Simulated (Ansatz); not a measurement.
Method: DFT PBEsol, scalar-relativistic, plane waves, PAW (Ansatz 0.2.0).

Structure of ZnCu2SnS4:

```xyz
8
Lattice="-2.6870 2.6870 5.3771 2.6870 -2.6870 5.3771 2.6870 2.6870 -5.3771" Properties=species:S:1:pos:R:3 pbc="T T T"
Zn    2.6870    0.0000    2.6886
Cu    0.0000    0.0000    0.0000
Cu    0.0000    2.6870    2.6886
Sn    0.0000    0.0000    5.3771
S     4.1304    1.2923    1.3971
S     1.2923    1.2435   -1.3971
S    -1.4434    1.3946    6.7742
S     1.3946    1.4434    3.9800
```

Settings: cutoff 420 eV, Γ-centred mesh 10×10×10 on the computed 8-atom cell, Gaussian smearing of 0.01 eV; no spin polarisation.

Levels along Γ–X–P–N–Γ–M–S | S0–Γ | X–R | G–M, in eV from a zero inside the gap, sorted by energy at each point. Points in fractions of the primitive reciprocal vectors: Γ (0.000 0.000 0.000), X (0.000 0.000 0.500), P (0.250 0.250 0.250), N (0.000 0.500 0.000), M (0.500 0.500 -0.500), S (0.312 0.688 -0.312), S0 (-0.312 0.312 0.312), R (-0.125 0.125 0.500), G (0.500 0.500 -0.125).
```
point k (1/Å, with 2π) band 41  band 42  band 43  band 44  band 45  band 46  band 47
    Γ             0.000    -1.70    -0.11    -0.11    -0.05     0.05     1.72     2.60
    -             0.413    -1.42    -1.25    -0.71    -0.26     1.07     2.68     3.09
    X             0.827    -0.95    -0.85    -0.64    -0.51     0.45     2.18     2.96
    -             0.973    -0.94    -0.89    -0.68    -0.61     0.58     2.40     2.93
    P             1.119    -0.92    -0.91    -0.71    -0.71     0.70     2.72     2.89
    -             1.411    -1.24    -1.15    -0.84    -0.79     1.07     2.77     3.21
    N             1.704    -1.36    -1.33    -1.21    -0.63     1.50     2.91     3.16
    -             2.030    -1.55    -1.04    -0.61    -0.30     1.10     2.60     2.84
    Γ             2.357    -1.70    -0.11    -0.11    -0.05     0.05     1.72     2.60
    -             2.649    -1.69    -0.88    -0.51    -0.51     0.97     1.90     2.56
    M             2.941    -1.32    -1.32    -1.03    -1.03     1.11     1.76     1.76
    -             3.161    -1.45    -1.18    -1.02    -0.91     1.21     1.88     2.20
    S             3.380    -1.54    -1.25    -0.82    -0.71     1.37     2.20     2.97
   S0             3.380    -1.54    -1.25    -0.82    -0.71     1.37     2.20     2.97
    -             3.745    -1.47    -1.06    -0.67    -0.53     1.31     2.90     3.00
    Γ             4.111    -1.70    -0.11    -0.11    -0.05     0.05     1.72     2.60
    X             4.111    -0.95    -0.85    -0.64    -0.51     0.45     2.18     2.96
    -             4.214    -0.96    -0.87    -0.70    -0.57     0.52     2.24     3.09
    R             4.317    -0.98    -0.91    -0.82    -0.71     0.70     2.40     3.38
    G             4.317    -0.98    -0.91    -0.82    -0.71     0.70     2.40     3.38
    -             4.627    -1.13    -1.10    -1.03    -1.01     1.18     2.26     2.38
    M             4.937    -1.32    -1.32    -1.03    -1.03     1.11     1.76     1.76
```

Cost: 1 run of about 8.8 core-minutes, on Intel Xeon Platinum 8488C (Sapphire Rapids) (shared hosts).